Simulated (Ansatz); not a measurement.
Starting cell, KF (rock salt):

```
CELL_PARAMETERS angstrom
      0.00000     5.31833     5.31833
      2.65916     2.65916     5.31833
      2.65916     2.65916     0.00000
ATOMIC_POSITIONS crystal
  F  0.00000 0.00000 0.00000
  F  0.50000 0.00000 0.00000
  K  0.00000 0.50000 0.50000
  K  0.50000 0.50000 0.50000
```

The atoms are displaced by Q × the pattern below (from a DFPT mode at X = (0.5, 0.5, 0.0), largest move 1; Q in Å), at fixed cell. It is one choice among 2 degenerate patterns. (q is in reciprocal vectors of the primitive cell; the cell shown is doubled to hold the pattern.)

```
atom      x       y      z
----  -----  ------  -----
F1    0.000  -1.000  0.000
F2    0.000   1.000  0.000
K3    0.000  -0.480  0.000
K4    0.000   0.480  0.000
```

The numbers are results of r2SCAN (plane waves to 500 eV, PAW, scalar-relativistic; Ansatz, a first-principles code), not measurements. k mesh 11×11×11 (Γ-centred), Fermi-Dirac smearing 0.05 eV. E stands for the smeared free energy. KF was relaxed with its symmetry unable to fall. The zero of ΔE is the undisplaced structure.

### Question
Predict the ΔE (meV/cell) at Q (Å) = -0.083, -0.067, -0.050, 0.033, 0.067, 0.100.

### Answer
| Q (Å) | ΔE (meV/cell) |
|---|---|
| -0.083 | 29.5 |
| -0.067 | 18.7 |
| -0.050 | 10.4 |
| 0.033 | 4.6 |
| 0.067 | 18.7 |
| 0.100 | 43.1 |

(A displaced cell: forces are minus the slopes of the energy, force constants its curvatures, and phonons follow from these.)
